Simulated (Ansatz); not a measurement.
Se:
```xyz
2
Lattice="0.0000 3.1435 3.1435 3.1435 0.0000 3.1435 3.1435 3.1435 0.0000" Properties=species:S:1:pos:R:3 pbc="T T T"
Se     0.0000     0.0000     0.0000
Se     1.5717     1.5717     1.5717
```

This is the r²SCAN-relaxed structure.

Task: All from r²SCAN (plane waves, PAW; program Ansatz), unless another level is named. Predict the electronic character.

Result: metallic (no gap).

Task: Predict the density of states at the Fermi level.

Result: 0.93 states/eV per atom (mean over ±0.08 eV).

Task: And the gap with spin–orbit coupling?

Result: none (metallic).

Space group Fd-3m (diamond). The start of the workflow was typed in or built on a structure type; neither database checked (COD, Materials Project) lists it. It is not the phase usual at ambient conditions (space group No. 152). The cell was relaxed with r²SCAN under the symmetry of its start; whether a distortion lowers the energy is not shown. The volume moved by 26 % from the start of the relaxation. Spin–orbit coupling is left out wherever it is not named.

Potentials: the earlier of the program's two PAW sets.
